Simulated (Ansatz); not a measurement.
KBr:
```cif
data_Br4K4
_chemical_formula_sum 'K4 Br4'
_space_group_name_H-M_alt 'Fm-3m'
_space_group_IT_number 225
_space_group_name_Hall '-F 4 2 3'
_cell_length_a 6.60884
_cell_length_b 6.60884
_cell_length_c 6.60884
_cell_angle_alpha 90.000
_cell_angle_beta 90.000
_cell_angle_gamma 90.000
loop_
_atom_site_label
_atom_site_type_symbol
_atom_site_symmetry_multiplicity
_atom_site_Wyckoff_symbol
_atom_site_fract_x
_atom_site_fract_y
_atom_site_fract_z
_atom_site_occupancy
K1 K 4 a 0.00000 0.00000 0.00000 1
Br1 Br 4 b 0.50000 0.50000 0.50000 1
```
(The calculation used a cell of 2 atoms; values per cell refer to that cell.)

Relaxed with r²SCAN. Independent-particle spectrum: no excitons, no local fields, no scissors shift; 0.1 eV broadening; ε₁ of the summed bands alone.

**Question.** Tabulate the dielectric function from r²SCAN (plane waves, PAW; program Ansatz).

**Answer.** 

| E (eV) | ε₁ xx | ε₂ xx |
|---|---|---|
| 0.0 | 2.60 | 0.00 |
| 0.5 | 2.61 | 0.00 |
| 1.0 | 2.62 | 0.00 |
| 1.5 | 2.65 | 0.00 |
| 2.0 | 2.68 | 0.00 |
| 2.5 | 2.73 | 0.00 |
| 3.0 | 2.80 | 0.00 |
| 3.5 | 2.90 | 0.00 |
| 4.0 | 3.02 | 0.00 |
| 4.5 | 3.21 | 0.00 |
| 5.0 | 3.60 | 0.02 |
| 5.5 | 3.83 | 0.47 |
| 6.0 | 4.01 | 0.70 |
| 6.5 | 4.55 | 0.94 |
| 7.0 | 5.02 | 2.58 |
| 7.5 | 3.57 | 4.69 |
| 8.0 | 1.23 | 3.58 |
| 8.5 | 1.42 | 2.53 |
| 9.0 | 1.47 | 1.75 |
| 9.5 | 3.20 | 2.03 |
| 10.0 | 1.70 | 5.21 |
| 10.5 | 0.48 | 3.51 |
| 11.0 | -0.59 | 2.54 |
| 11.5 | -0.66 | 1.52 |
| 12.0 | -0.28 | 0.57 |

**Question.** From ε at 6.0 eV (xx: 4.01 + 0.70i), find n, k, the normal reflectivity and the absorption coefficient.

**Answer.** n = 2.01, k = 0.174, R = 12 %, α = 2kE/ħc = 110000 cm⁻¹.

With all bands, ε∞ without local fields is 2.63. DFPT, with local fields, gives 2.44.

The r²SCAN relaxation kept the symmetry of its start; phonons on a q-mesh show no instability. Spin–orbit coupling is left out wherever it is not named.

Potentials: the later of the program's two PAW sets.
